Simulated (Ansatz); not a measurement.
Space group I-4m2 (No. 119). a = 3.321 Å, b = 3.321 Å, c = 14.241 Å, α = 90.00°, β = 90.00°, γ = 90.00°
```
atom  site  symmetry       x       y       z
  In    2a      -4m2  0.0000  0.0000  0.0000
  Ga    4e      2mm.  0.5000  0.5000  0.1728
   N    2d      -4m2  0.5000  0.0000  0.2500
   N    4f      2mm.  0.0000  0.5000  0.4035
```

Equation of state of this InGa2N3 structure (not necessarily the ground state), with shape and atoms relaxed at each volume where symmetry leaves them free. Theory: DFT PBE, scalar-relativistic, plane waves, PAW in Ansatz 0.2.0.

Settings: cutoff 420 eV, Γ-centred mesh 16×16×16 on the computed 6-atom cell, Gaussian smearing of 0.02 eV; no spin polarisation.

| V (Å³/atom) | E − E(largest V) (meV/atom) | P (GPa) | gap on mesh (eV) |
| --- | --- | --- | --- |
| 11.521 | 60.80 | 25.88 | 1.11 |
| 11.914 | 7.63 | 17.72 | 0.97 |
| 12.306 | -27.09 | 10.81 | 0.83 |
| 12.699 | -46.21 | 4.95 | 0.68 |
| 13.092 | -52.10 | -0.01 | 0.54 |
| 13.485 | -46.78 | -4.21 | 0.41 |
| 13.877 | -31.97 | -7.77 | 0.27 |
| 14.401 | 0.00 | -11.65 | 0.09 |

Question: Fit a third-order Birch–Murnaghan equation, E = E0 + (9V0B0/16)·[(x − 1)³B0' + (x − 1)²(6 − 4x)] with x = (V0/V)^(2/3), to E(V).

Answer: V0 = 13.09 Å³/atom, B0 = 152 GPa, B0' = 4.5.

The cell was found from a structure generator's guess, not taken from experiment.
